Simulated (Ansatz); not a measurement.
SiGeC2 in space group P-4m2 (No. 115; Si on 1a, C on 2g, Ge on 1c) under volume change, PBE (plane waves, PAW; program Ansatz), shape and atoms relaxed at each volume.

```csv
V (Å³/atom),E − E(relaxed) (meV/atom),P (GPa)
10.309,64.8,22.05
10.649,27.3,13.55
10.989,[?],[?]
11.329,0.0,0.01
11.669,[?],[?]
12.008,22.1,-9.91
12.348,47.4,-13.82
```

**Question.** Fill in the missing entries.

**Answer.** 
- 11.669, E − E(relaxed) (meV/atom): 5.8
- 11.669, P (GPa): -5.34
- 10.989, E − E(relaxed) (meV/atom): 6.5
- 10.989, P (GPa): 6.26

**Question.** What does a third-order Birch–Murnaghan fit give for V₀, B₀ and B′?

**Answer.** V₀ = 11.33 Å³/atom, B₀ = 192 GPa, B′ = 4.1.

The start of the workflow was typed in or built on a structure type; neither database checked (COD, Materials Project) lists it. Whether it is the stable phase at ambient conditions was not checked. The PBE relaxation kept the symmetry of its start; whether a distortion lowers the energy is not shown.

Potentials: the earlier of the program's two PAW sets.
